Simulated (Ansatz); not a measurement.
Relaxed-ion elastic tensor of TiOs (CsCl type, Pm-3m) in GPa (Voigt order), LDA in the plane-wave PAW code Ansatz; density 14.08 g/cm³, 14.04 Å³ per atom.

```
     1    2    3    4    5    6
-  ---  ---  ---  ---  ---  ---
1  515  163  163  0.0  0.0  0.0
2  163  515  163  0.0  0.0  0.0
3  163  163  515  0.0  0.0  0.0
4  0.0  0.0  0.0  127  0.0  0.0
5  0.0  0.0  0.0  0.0  127  0.0
6  0.0  0.0  0.0  0.0  0.0  127
```

### Question
Is the crystal mechanically stable?

### Answer
Yes: the smallest eigenvalue of C is 127 GPa.

### Question
Work out the Voigt, Reuss and Hill averages.

### Answer
K_V = 280, K_R = 280, K_H = 280; G_V = 147, G_R = 143, G_H = 145 GPa.

### Question
Give Young's modulus, Poisson's ratio, Pugh's ratio and the universal anisotropy index.

### Answer
E = 9KG/(3K + G) = 370 GPa; ν = 0.28; K/G = 1.94 (ductile by the Pugh limit of 1.75); A_U = 5G_V/G_R + K_V/K_R − 6 = 0.13.

### Question
Estimate the sound speeds and the Debye temperature.

### Answer
v_l = √((K + 4G/3)/ρ) = 5800 m/s, v_t = √(G/ρ) = 3210 m/s, mean 3570 m/s; Θ = (h/k)(3n/4πV)^(1/3) v_m = 441 K.

### Question
Give the Zener ratio and Young's modulus along [100], [110] and [111].

### Answer
A = 2C44/(C11 − C12) = 0.72; 1/E = S11 − 2(S11 − S12 − S44/2)Γ with Γ = 0, 1/4, 1/3 gives 436, 352, 331 GPa.

### Question
Solve the Christoffel equation for the three sound speeds along [100], [110], [111].

### Answer
Eigenvalues of C_ijkl n_j n_l equal ρv². In km/s, slowest first: [100] 3.00, 3.00, 6.05; [110] 3.00, 3.53, 5.75; [111] 3.37, 3.37, 5.65.

The workflow started from a Materials Project entry (that database holds measured and hypothetical structures alike); the Crystallography Open Database files this formula in space group No. 221, but the cells were not matched. Its standing as an ambient phase is unchecked. The cell was relaxed with LDA under the symmetry of its start; of distortions, only those at the zone centre were tested. The run is not spin-polarised. As this level gives no gap, shear constants depend on the k-mesh and smearing (Fermi–Dirac, 0.1 eV here). Spin–orbit coupling is left out wherever it is not named.

Potentials: the later of the program's two PAW sets.
